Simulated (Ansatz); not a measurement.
Given:

Ga2O3:
```xyz
10
Lattice="1.3867 -4.6199 0.0000 1.3867 4.6199 0.0000 0.0000 0.0000 7.1959" Properties=species:S:1:pos:R:3 pbc="T T T"
Ga     1.3867     2.3378     1.7990
Ga     1.3867    -2.3378     5.3969
Ga     0.0000     0.0000     3.5979
Ga     0.0000     0.0000     0.0000
O      1.3867     1.2639     6.6484
O      1.3867    -1.2639     0.5475
O      1.3867    -1.2639     3.0505
O      1.3867     1.2639     4.1454
O      1.3867     3.6339     5.3969
O      1.3867    -3.6339     1.7990
```

This is the r²SCAN-relaxed structure. Tensor components refer to the Cartesian frame of this cell.

### Question
All from DFT-r²SCAN in the program Ansatz with PAW potentials, unless another level is named. Predict the electronic dielectric constant ε∞ (DFPT).

### Answer
4.63 (xx), 4.39 (yy), 4.43 (zz).

### Question
Give the Born charges (a third of the trace).

### Answer
Ga +3.33 to +3.54, O -2.33 to -2.22 e.

### Question
Next, the Bader charges?

### Answer
Ga +2.00, O -1.35 to -1.31 e.

Space group Cmcm. The first step of the workflow began from a Materials Project structure, measured or hypothetical; the Crystallography Open Database copy checked does not list it. It is not the phase usual at ambient conditions (space group No. 12, 167). The r²SCAN relaxation kept the symmetry of its start. At this level the phase is dynamically unstable (imaginary phonons). Spin–orbit coupling is left out wherever it is not named.

Potentials: the earlier of the program's two PAW sets. The files were generated under PBE; for other functionals the program regenerates the frozen cores, and for LDA and PBEsol the local potential too.
